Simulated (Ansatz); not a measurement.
The start is a generated cell, PtSe2 placed in the AFLOW prototype A2B_hP9_152_c_a (as in SiO2). The cell and all atomic positions are relaxed at zero pressure with r2SCAN (plane waves to 500 eV, PAW, scalar-relativistic; Ansatz, an electronic-structure program). The first steps use a coarse 5×5×4 k-mesh.

Input geometry:
```yaml
crystal:
  lattice:
    - [5.87769, 0.00000, 0.00000]
    - [-2.93884, 5.09023, 0.00000]
    - [0.00000, 0.00000, 6.46617]
  atoms:
    - { symbol: Pt, position: [0.46990, 0.00000, 0.83333] }
    - { symbol: Pt, position: [0.00000, 0.46990, 0.16667] }
    - { symbol: Pt, position: [0.53010, 0.53010, 0.50000] }
    - { symbol: Se, position: [0.41300, 0.26680, 0.71400] }
    - { symbol: Se, position: [0.73320, 0.14620, 0.04734] }
    - { symbol: Se, position: [0.85380, 0.58700, 0.38067] }
    - { symbol: Se, position: [0.14620, 0.73320, 0.95266] }
    - { symbol: Se, position: [0.26680, 0.41300, 0.28600] }
    - { symbol: Se, position: [0.58700, 0.85380, 0.61933] }
```

Q: What pressure does the first self-consistent step give?

A: +127 GPa (positive: the cell is compressed).

Q: What is the largest force in the starting geometry, and on which atom (counted from 1)?

A: 13.00 eV/Å, on Se4, Se5, Se6, Se7, Se8, Se9 (atoms numbered as listed).

Q: How much energy is released per atom?

A: 4.60 eV/atom.

Q: How does the volume change?

A: +8.0 %, from 21.50 to 23.21 Å³/atom.

Q: How do the shortest distances between atoms change?

A: The closest pairs of elements (up to four, under 3.6 Å), start → end: Pt–Se 1.92 → 2.43 Å; Se–Se 3.12 → 2.81 Å.

Q: Is the relaxed structure metallic? Give its gap.

A: No clear gap: the sampled points leave 0.09 eV away from the symmetry points, which may be a band crossing missed between them.

Q: What does it relax into? Give the structure.

A: 
Space group P3₁21 (No. 152); a = 5.4592 Å, b = 5.4592 Å, c = 8.0945 Å, α = 90.00°, β = 90.00°, γ = 120.00°

| atom | site | symmetry | x | y | z |
|---|---|---|---|---|---|
| Pt | 3b | .2. | 0.3895 | 0.3895 | 0.5000 |
| Se | 6c | 1 | 0.4923 | 0.3815 | 0.2065 |

The space group stays P3₁21 (No. 152) (the run could not lower it), with 9 atoms in the primitive cell. Final values are on a 10×10×6 k-mesh of the relaxed cell. No spin polarisation in the result. Spin-orbit coupling is missing; with elements this heavy it can move band edges by tenths of an eV or more.

The run could not lose the symmetry of its start: the end is stationary, and may be a saddle point rather than a minimum.

The relaxed structure here is a generated cell of PtSe2: the first start was made by placing the elements on the sites of a structure type, and the end was not matched to a known phase here, so it may be hypothetical. Known forms of PtSe2 include space group No. 164.
